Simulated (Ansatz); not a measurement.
Ansatz input

```yaml
crystal:
  lattice:
    - [2.7516727604, 0.0, 0.0]
    - [-1.3758363802, 2.3830185134, 0.0]
    - [0.0, 0.0, 9.1250964549]
  atoms:
    - { symbol: Pd, position: [0.0, 0.0, 1.0], spin: 0.5 }
    - { symbol: Pd, position: [0.0, 0.0, 0.5], spin: 0.5 }
    - { symbol: Pd, position: [0.3333333333, 0.6666666667, 0.25], spin: 0.5 }
    - { symbol: Pd, position: [0.6666666667, 0.3333333333, 0.75], spin: 0.5 }
hamiltonian:
  xc: mr2scan
  pseudopotentials:
    kind: paw
    azcp:
      Pd: "pseudopotentials/Pd.paw.azcp"
basis:
  ecutwfc: 500
  fft_grid_basis: typed
kpoints:
  mp_grid: { grid: [17, 17, 5], shift: [0, 0, 0] }
magnetization:
  spin_polarized: true
scf:
  occupations: { method: fermi_dirac, width: 0.05 }
```

Terminal output

```
Engine: ansatz 0.2.0, aarch64-unknown-linux-gnu
Pseudopotentials: kind: paw
Pseudopotential: Pd, paw, valence charge 18, recommended cutoff 500 eV (meta_gga) 
Functional definition: m-r2SCAN
  exchange = m_r2scan_x
  correlation = m_r2scan_c
Crystal: 4 atoms, lattice volume = 59.836 Å³
Basis set: ecut = 500 eV, 1497 PW (Γ), exchange–correlation on 96×96×288 points (64 copies of the dense FFT grid, shifted against one another)
Bands: 45, of which v1, the nominal top of the filled ones, is band 36 counted from 1 (35 counted from 0)
Symmetry: 24 space group operations
Space group: P63/mmc (ITA 194), of the structure as read, at distance tolerance 3.9e-5 Å
Magnetic group: BNS 194.263 (UNI 1493), of the structure as read, at distance tolerance 3.9e-5 Å
k-points: 99 of 1445
Non-local potential: Pd, projectors of the file, l = 0: 2, l = 1: 2, l = 2: 2, l = 3: 1
PAW form: soft (Blöchl's): semilocal exchange-correlation on the pseudo side does not see the compensation charge
PAW frozen core: Pd, regenerated for the run's functional (the file was generated under x = pbe(κ = 0.804, μ = 0.2195149727645171), c = pbe(β = 0.06672455060314922))
PAW one-centre angular grid: Pd, 590 points (default); XC on 160 Gauss nodes
Initial density: superposition of atomic densities (chi_scale 0.1, normalization cell)
Starting moments: Σ|m| = 2 μB on 4 of 4 sites
Initial wavefunctions: pseudopotential atomic-orbital guess
Functional: x = mr2scan, c = mr2scan; τ floored in thin density (d = 2e-4 eV/Å³)
SCF iter   1: F=—  HF=-27945.230120 eV  |F-HF|=—  |Δ(HF+E_count)|=         —  Δρ=7.07e-2 (↑7.07e-2 ↓5.92e-2)  dr2=1.01e1  dr2_τ=4.74e-2  dr2_m=5.11e-2  M=1.545 μB ∫|m|=1.564 μB  β_m=0.30  ethr=3.10e-3  ⟨swp⟩=6.2  Hψ=32144  notcnv=0  defer=23
spin=Collinear: Kerker preconditioning applied to the charge; magnetization (m = ρ↑ − ρ↓) channel mixes plain (no charge-response kernel on spin).
SCF iter   2: F=—  HF=-27943.392558 eV  |F-HF|=—  |Δ(HF+E_count)|=    1.84e0  Δρ=4.14e-2 (↑4.14e-2 ↓3.42e-2)  dr2=3.40e0  dr2_τ=4.03e-2  dr2_m=3.10e-2  M=1.485 μB ∫|m|=1.515 μB  β_m=0.30  ethr=3.10e-3  ⟨swp⟩=2.3  Hψ=15567  notcnv=0  defer=503  κ⁻¹=1.0e0(r=1)
spin-set hold released at iteration 2 (site moments show no strong build): the magnetisation degrees of freedom join the quasi-Newton model from the next iteration; the mixer history was kept
SCF iter   3: F=—  HF=-27942.740764 eV  |F-HF|=—  |Δ(HF+E_count)|=   6.52e-1  Δρ=1.47e-2 (↑1.14e-2 ↓1.47e-2)  dr2=1.66e-1  dr2_τ=1.83e-2  dr2_m=1.72e-2  M=1.462 μB ∫|m|=1.488 μB  β_m=1.20  ethr=3.10e-3  ⟨swp⟩=2.1  Hψ=13584  notcnv=0  defer=503  κ⁻¹=1.4e-2(r=2)
SCF iter   4: F=—  HF=-27942.857300 eV  |F-HF|=—  |Δ(HF+E_count)|=   1.17e-1  Δρ=7.61e-3 (↑7.61e-3 ↓7.31e-3)  dr2=5.44e-2  dr2_τ=1.86e-3  dr2_m=7.12e-4  M=1.347 μB ∫|m|=1.394 μB  β_m=1.20  ethr=2.31e-4  ⟨swp⟩=2.0  Hψ=11508  notcnv=0  defer=558  κ⁻¹=3.6e-3(r=3)
SCF iter   5: F=—  HF=-27942.895822 eV  |F-HF|=—  |Δ(HF+E_count)|=   3.85e-2  Δρ=3.75e-3 (↑2.92e-3 ↓3.75e-3)  dr2=1.09e-2  dr2_τ=3.64e-4  dr2_m=5.13e-4  M=1.234 μB ∫|m|=1.285 μB  β_m=1.20  ethr=7.55e-5  ⟨swp⟩=2.8  Hψ=14661  notcnv=0  defer=558  κ⁻¹=1.9e-3(r=4)
SCF iter   6: F=—  HF=-27942.907682 eV  |F-HF|=—  |Δ(HF+E_count)|=   1.19e-2  Δρ=1.19e-3 (↑1.07e-3 ↓1.19e-3)  dr2=9.91e-4  dr2_τ=6.03e-5  dr2_m=7.62e-5  M=1.141 μB ∫|m|=1.184 μB  β_m=1.20  ethr=1.51e-5  ⟨swp⟩=2.5  Hψ=15824  notcnv=0  defer=558  κ⁻¹=7.3e-5(r=5)
SCF iter   7: F=—  HF=-27942.910217 eV  |F-HF|=—  |Δ(HF+E_count)|=   2.54e-3  Δρ=8.65e-4 (↑8.65e-4 ↓8.36e-4)  dr2=5.20e-4  dr2_τ=3.23e-5  dr2_m=9.90e-5  M=1.104 μB ∫|m|=1.143 μB  β_m=1.20  ethr=1.38e-6  ⟨swp⟩=2.1  Hψ=11454  notcnv=0  defer=558  κ⁻¹=2.2e-5(r=6)
SCF iter   8: F=—  HF=-27942.912865 eV  |F-HF|=—  |Δ(HF+E_count)|=   2.65e-3  Δρ=4.24e-4 (↑4.24e-4 ↓3.99e-4)  dr2=7.31e-5  dr2_τ=9.16e-6  dr2_m=6.52e-5  M=1.018 μB ∫|m|=1.051 μB  β_m=1.20  ethr=7.23e-7  ⟨swp⟩=2.4  Hψ=16293  notcnv=0  defer=558  κ⁻¹=4.9e-6(r=7)
SCF iter   9: F=—  HF=-27942.913298 eV  |F-HF|=—  |Δ(HF+E_count)|=   4.33e-4  Δρ=2.63e-4 (↑2.63e-4 ↓2.54e-4)  dr2=2.24e-5  dr2_τ=3.38e-6  dr2_m=2.42e-5  M=0.964 μB ∫|m|=0.995 μB  β_m=1.20  ethr=1.02e-7  ⟨swp⟩=2.8  Hψ=16676  notcnv=0  defer=558  κ⁻¹=1.3e-6(r=8)
SCF iter  10: F=—  HF=-27942.913460 eV  |F-HF|=—  |Δ(HF+E_count)|=   1.63e-4  Δρ=1.10e-4 (↑1.10e-4 ↓1.06e-4)  dr2=5.48e-6  dr2_τ=4.69e-7  dr2_m=3.77e-6  M=0.925 μB ∫|m|=0.954 μB  β_m=1.20  ethr=3.11e-8  ⟨swp⟩=2.4  Hψ=15304  notcnv=0  defer=558  κ⁻¹=1.5e-6(r=8)
SCF iter  11: F=—  HF=-27942.913560 eV  |F-HF|=—  |Δ(HF+E_count)|=   9.94e-5  Δρ=5.47e-5 (↑4.55e-5 ↓5.47e-5)  dr2=1.18e-6  dr2_τ=7.37e-8  dr2_m=8.17e-7  M=0.902 μB ∫|m|=0.930 μB  β_m=1.20  ethr=7.61e-9  ⟨swp⟩=2.0  Hψ=15610  notcnv=0  defer=558  κ⁻¹=1.0e-5(r=8)
SCF iter  12: F=—  HF=-27942.913600 eV  |F-HF|=—  |Δ(HF+E_count)|=   4.07e-5  Δρ=5.38e-5 (↑4.27e-5 ↓5.38e-5)  dr2=6.07e-7  dr2_τ=1.04e-7  dr2_m=8.38e-7  M=0.890 μB ∫|m|=0.917 μB  β_m=1.20  ethr=1.64e-9  ⟨swp⟩=2.0  Hψ=15591  notcnv=0  defer=558  κ⁻¹=3.0e-6(r=8)
SCF iter  13: F=—  HF=-27942.913606 eV  |F-HF|=—  |Δ(HF+E_count)|=   5.83e-6  Δρ=5.27e-5 (↑4.13e-5 ↓5.27e-5)  dr2=5.41e-7  dr2_τ=1.02e-7  dr2_m=8.14e-7  M=0.887 μB ∫|m|=0.914 μB  β_m=1.20  ethr=8.43e-10  ⟨swp⟩=2.3  Hψ=12288  notcnv=0  defer=558  κ⁻¹=3.3e-7(r=8)
SCF iter  14: F=—  HF=-27942.913620 eV  |F-HF|=—  |Δ(HF+E_count)|=   1.36e-5  Δρ=3.30e-5 (↑2.38e-5 ↓3.30e-5)  dr2=1.98e-7  dr2_τ=3.16e-8  dr2_m=3.36e-7  M=0.871 μB ∫|m|=0.897 μB  β_m=1.20  ethr=7.52e-10  ⟨swp⟩=2.2  Hψ=15774  notcnv=0  defer=558  κ⁻¹=3.8e-6(r=8)
SCF iter  15: F=—  HF=-27942.913628 eV  |F-HF|=—  |Δ(HF+E_count)|=   7.94e-6  Δρ=1.70e-5 (↑1.69e-5 ↓1.70e-5)  dr2=4.06e-8  dr2_τ=7.90e-9  dr2_m=1.19e-7  M=0.860 μB ∫|m|=0.885 μB  β_m=1.20  ethr=1.39e-10  ⟨swp⟩=3.0  Hψ=23962  notcnv=0  κ⁻¹=4.7e-6(r=8)
SCF iter  16: F=—  HF=-27942.913633 eV  |F-HF|=—  |Δ(HF+E_count)|=   4.78e-6  Δρ=1.43e-5 (↑1.43e-5 ↓1.33e-5)  dr2=1.65e-8  dr2_τ=5.52e-9  dr2_m=8.53e-8  M=0.855 μB ∫|m|=0.880 μB  β_m=1.20  ethr=5.63e-11  ⟨swp⟩=3.0  Hψ=23578  notcnv=0  κ⁻¹=1.9e-5(r=8)
SCF iter  17: F=—  HF=-27942.913637 eV  |F-HF|=—  |Δ(HF+E_count)|=   4.08e-6  Δρ=9.59e-6 (↑9.59e-6 ↓9.57e-6)  dr2=7.39e-9  dr2_τ=2.77e-9  dr2_m=4.19e-8  M=0.848 μB ∫|m|=0.873 μB  β_m=1.20  ethr=2.29e-11  ⟨swp⟩=3.0  Hψ=24147  notcnv=0  κ⁻¹=3.0e-5(r=8)
SCF iter  18: F=—  HF=-27942.913638 eV  |F-HF|=—  |Δ(HF+E_count)|=   1.43e-6  Δρ=7.96e-6 (↑7.22e-6 ↓7.96e-6)  dr2=6.57e-9  dr2_τ=1.85e-9  dr2_m=2.58e-8  M=0.845 μB ∫|m|=0.870 μB  β_m=1.20  ethr=1.03e-11  ⟨swp⟩=3.0  Hψ=24065  notcnv=0  κ⁻¹=4.7e-5(r=8)
SCF iter  19: F=—  HF=-27942.913639 eV  |F-HF|=—  |Δ(HF+E_count)|=   1.09e-6  Δρ=5.87e-6 (↑5.13e-6 ↓5.87e-6)  dr2=6.41e-9  dr2_τ=1.02e-9  dr2_m=1.24e-8  M=0.841 μB ∫|m|=0.866 μB  β_m=1.20  ethr=9.12e-12  ⟨swp⟩=3.0  Hψ=24125  notcnv=0  κ⁻¹=8.7e-5(r=8)
SCF iter  20: F=—  HF=-27942.913640 eV  |F-HF|=—  |Δ(HF+E_count)|=   7.53e-7  Δρ=3.44e-6 (↑3.34e-6 ↓3.44e-6)  dr2=5.40e-9  dr2_τ=4.07e-10  dr2_m=3.73e-9  M=0.836 μB ∫|m|=0.861 μB  β_m=1.20  ethr=8.90e-12  ⟨swp⟩=3.0  Hψ=24175  notcnv=0  κ⁻¹=9.4e-5(r=8)
SCF iter  21: F=-27942.913640 eV  HF=-27942.913640 eV  |F-HF|=3.57e-8  |Δ(HF+E_count)|=   5.17e-8  Δρ=1.31e-6 (↑1.24e-6 ↓1.31e-6)  dr2=1.72e-9  dr2_τ=4.91e-11  dr2_m=7.59e-11  M=0.831 μB ∫|m|=0.856 μB  ethr=7.51e-12  ⟨swp⟩=3.0  Hψ=24172  notcnv=0
SCF 1 converged in 21 iterations: F = -27942.913640 eV  dr2 = 1.72e-9
this state was not tested for a lower state beside it, because the mixer in use, unlike msr1, does not test its closes by its own steps (another_mixer; see scf.mixing.algorithm and scf.lower_state_search)
SCF converged after 21 iterations
Magnetization: 0.8314 μB (36.4157 up, 35.5843 down)
Absolute magnetization: 0.8557 μB (∫|ρ↑−ρ↓|, with the PAW one-centre terms)
Spin contamination: 0.0016 ħ² per cell (⟨S²⟩ above its minimum at these occupations)
Per-site moments (μB) at R_I (Å): [(0.21207971717604537, 1.1350650136630827), (0.21207971717604543, 1.1350650136630827), (0.2070232678844959, 1.1350650136630827), (0.20702326788449593, 1.1350650136630827)]
Free energy (F): -27942.913640 eV
Harris-Foulkes:  -27942.913640 eV  (|F-HF|=3.57e-8)
Internal energy: -27942.840023 eV  (E = F + TS)
E sigma→0 (E₀):  -27942.876831 eV
Entropy (-TS):   -0.073617 eV (-18.404 meV/atom)
Fermi energy:    19.235170 eV
--- Per-component energies (eV) ---
  E_band       = -640.173528
  E_kinetic    = 2061.013704
  E_local      = -7092.755287  (includes V_loc(G=0)·N_el)
  E_nonlocal   = 871.055660
  E_hartree    = 2886.369270
  E_xc         = -640.894389
  E_vxc        = -929.402431  (∫ρ·V_xc dr)
  E_paw        = -15088.495913  (= ΣΔE_a)
  E_vpaw       = -1391.126932  (= ΣTr[D̂ρ^β])
  E_aug_tail   = 0.000426  (compensation charges beyond the density's cutoff)
  E_vtau       = 68.299379  (kinetic-family band-sum trace: ∫τ·v_τ [+ j·A + Jᵃ·Aᵃ] dr)
  E_ewald      = -10937.325148
  E_core_change = -1.808346  (= ΣΔE_core)
  E_smearing   = -0.073617  (= −TS)
  E_closure    = -0.000000  (closes the sum)
  Σ components = -27942.913640   (vs F -27942.913640, Δ=0.00e0)
```

Launched by

```sh
ansatz run input.yaml --threads 2 --pin off --max-ram 5120MiB --backend cpu --events-out ev --progress --plain --runs-dir out
```

On 2 threads of Arm Neoverse V2 (shared host) this took about 51 s of wall time and 100 s of CPU time.
